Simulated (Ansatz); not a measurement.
Starting cell, Ge (diamond):

```yaml
crystal:
  lattice:
    - [0.00000, 2.83729, 2.83729]
    - [2.83729, 0.00000, 2.83729]
    - [2.83729, 2.83729, 0.00000]
  atoms:
    - { symbol: Ge, position: [0.00000, 0.00000, 0.00000] }
    - { symbol: Ge, position: [0.25000, 0.25000, 0.25000] }
```

In this cell atom 1 (Ge, nearest neighbour Ge at 2.457 Å; its periodic images, 4.0 Å or more away, move with it) is moved by s towards the nearest neighbour, unit vector (-0.577, -0.577, 0.577); all other atoms and the cell stay fixed.

These are r2SCAN (plane waves to 500 eV, PAW, scalar-relativistic; Ansatz, a program for electronic structure) values and carry that method's errors. k mesh 8×8×8 (Γ-centred), Fermi-Dirac smearing 0.05 eV. E stands for the smeared free energy. As the smearing reaches across the gap at some points, energies and forces of such displacements shift with the k mesh and the smearing. Ge was relaxed with its symmetry unable to fall. ΔE is measured from the undisplaced structure. The last digit holds for this mesh only.

| s (Å) | ΔE (meV/cell) |
|---|---|
| -0.250 | withheld |
| -0.200 | 185.2 |
| -0.150 | 110.5 |
| -0.100 | 52.0 |
| -0.050 | 13.8 |
| 0.000 | 0.0 |
| 0.050 | 15.3 |
| 0.100 | 63.8 |
| 0.150 | 149.4 |
| 0.200 | 276.8 |
| 0.250 | 450.1 |

Q: Fit a polynomial form (powers 2, 3, 4) to the given rows and predict ΔE at s = -0.250.

A: Least squares on the 10 given rows: ΔE = (5785)·s² + (5733)·s³ + (-268.4)·s⁴, in meV/cell with s in Å; root-mean-square residual 0.11 meV/cell. At -0.250 the fit gives 270.9 meV/cell; the calculation gives 272.2 meV/cell, so the extrapolation is off by -1.3 (-0.5 %). The quadratic term alone would give 361.6 meV/cell.

(A displaced cell: forces are minus the slopes of the energy, force constants its curvatures, and phonons follow from these.)
